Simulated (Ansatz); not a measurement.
SrHfN2:
```xyz
16
Lattice="6.4347 0.0000 0.0000 0.0000 7.8883 0.0000 0.0000 0.0000 5.8003" Properties=species:S:1:pos:R:3 pbc="T T T"
Sr     3.7656     6.9345     5.6722
Sr     2.6691     0.9538     2.7720
Sr     5.8864     2.9904     2.7720
Sr     0.5483     4.8979     5.6722
Hf     0.4208     0.9972     5.7744
Hf     6.0139     6.8911     2.8742
Hf     2.7965     4.9413     2.8742
Hf     3.6382     2.9470     5.7744
N      3.9842     6.6104     2.4819
N      2.4505     1.2779     5.3821
N      5.6678     2.6663     5.3821
N      0.7669     5.2220     2.4819
N      3.5131     3.2180     1.9994
N      2.9215     4.6702     4.8995
N      6.1389     7.1622     4.8995
N      0.2958     0.7261     1.9994
```

This is the PBE-relaxed structure.

Question: All from DFT-PBE in the program Ansatz with PAW potentials, unless another level is named. Predict the hole effective mass.

Answer: 0.80, 1.0, 1.3 mₑ (principal values).

Question: What about the electron effective mass?

Answer: 0.38, 0.41, 0.41 mₑ (principal values).

Question: What about the band gap?

Answer: 2.12 eV (direct).

Question: Predict the weight of the conduction-edge state by species (Voronoi cells).

Answer: N 50 %, Sr 33 %, Hf 18 %.

Question: Give the weight of the valence-edge state by species (Voronoi cells).

Answer: N 91 %, Sr 6 %, Hf 3 %.

Space group Pna2_1. The start of the workflow was typed in or built on a structure type; neither database checked (COD, Materials Project) lists it. Its standing as an ambient phase is unchecked. The cell was relaxed with PBE under the symmetry of its start; its stability against distortions is not shown here. No spin polarisation was allowed. Spin–orbit coupling is left out wherever it is not named.

Potentials: the earlier of the program's two PAW sets.
